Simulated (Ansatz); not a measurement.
CoCl₃ (ReO3-type structure)

Method: PBE+U (U_eff = 3.3 eV on Co 3d), scalar-relativistic; collinear spin; PAW, 420 eV, Γ-centred 6×6×6 mesh, 0.05 eV Gaussian smearing; code Ansatz. The datasets are Ansatz's generated set soft_2.

```cif
data_structure
_symmetry_space_group_name_H-M 'Pm-3m'
_symmetry_Int_Tables_number 221
_cell_length_a 4.7790
_cell_length_b 4.7790
_cell_length_c 4.7790
_cell_angle_alpha 90.000
_cell_angle_beta 90.000
_cell_angle_gamma 90.000
_cell_volume 109.15
loop_
_atom_site_label
_atom_site_type_symbol
_atom_site_symmetry_multiplicity
_atom_site_Wyckoff_symbol
_atom_site_fract_x
_atom_site_fract_y
_atom_site_fract_z
_atom_site_occupancy
Co1 Co 1 a 0.00000 0.00000 0.00000 1
Cl1 Cl 3 d 0.50000 0.00000 0.00000 1
```

The start was a prototype's sites filled with these elements, not a measured cell. The ideal cubic cell shuts out tilts of the octahedra, which such structures often take.

Magnetic state: ferromagnetic, site spin moments Co 2.44; Cl -0.10 μB.

The cell above was scaled in volume, with the cubic shape held. Energies are counted from the cell above.

```json
{"V (Å³/atom)": "25.786", "ΔE (meV/atom)": "8.99", "P from the stress (GPa)": "2.02"}
{"V (Å³/atom)": "26.195", "ΔE (meV/atom)": "4.74", "P from the stress (GPa)": "1.36"}
{"V (Å³/atom)": "26.741", "ΔE (meV/atom)": "1.09", "P from the stress (GPa)": "0.67"}
{"V (Å³/atom)": "27.287", "ΔE (meV/atom)": "0.00", "P from the stress (GPa)": "-0.03"}
{"V (Å³/atom)": "27.833", "ΔE (meV/atom)": "1.17", "P from the stress (GPa)": "-0.63"}
{"V (Å³/atom)": "28.378", "ΔE (meV/atom)": "4.20", "P from the stress (GPa)": "-1.13"}
{"V (Å³/atom)": "29.197", "ΔE (meV/atom)": "11.69", "P from the stress (GPa)": "-1.79"}
{"V (Å³/atom)": "30.015", "ΔE (meV/atom)": "22.30", "P from the stress (GPa)": "-2.36"}
```

Problem. Do the energies and the pressures agree? Compare −ΔE/ΔV between neighbouring points (1 meV/Å³ = 0.1602 GPa) with the mean of their pressures.

Solution. 
```
interval (Å³/atom)  −ΔE/ΔV (GPa)  mean P (GPa)
    25.79 to 26.20           1.7           1.7
    26.20 to 26.74           1.1           1.0
    26.74 to 27.29           0.3           0.3
    27.29 to 27.83          -0.3          -0.3
    27.83 to 28.38          -0.9          -0.9
    28.38 to 29.20          -1.5          -1.5
    29.20 to 30.02          -2.1          -2.1
```
They differ by 0.06 GPa at most.

Problem. What do the two routes give for V0, B0 and B0′?

Solution. A third-order Birch–Murnaghan fit of the energies: V0 = 27.27 Å³/atom, B0 = 32 GPa, B0′ = 5.4. A polynomial of P in ln V, with B = −dP/d ln V at P = 0: V0 = 27.26 Å³/atom, B0 = 31 GPa, B0′ = 5.1.

The largest spin moment goes from 2.36 to 2.56 μB along the curve.

B0·V0 = 31.6 GPa × 27.27 Å³ = 5.39 eV/atom sets the scale: near the minimum ΔE ≈ ½ B0 V0 x², with x = V/V0 − 1, and a pressure of 0.3 GPa squeezes the volume by about 1 %. At the ends of the curve: x = −5.4 % predicts 8.0 meV/atom and the run gives 9.0; x = +10.1 % predicts 27.3 meV/atom and the run gives 22.3. The lopsidedness is anharmonic: atoms resist being pushed together more than being pulled apart.

The largest site moment grows with the volume while the cell's goes from 2.55 to 2.05 μB.

With a Hubbard U or exact exchange the result depends on the state in which the open shell ends, and a lower one can't be excluded. The program warned that the potential is rough where the density is thin (voids or gaps), so long spacings are poorly fixed. The order of the orbitals lowers the symmetry, along an axis that is one of several equivalent ones. Site moments are of spin, integrated over atomic spheres. The moments were started parallel, and the real magnetic order may be another. The run is a metal.
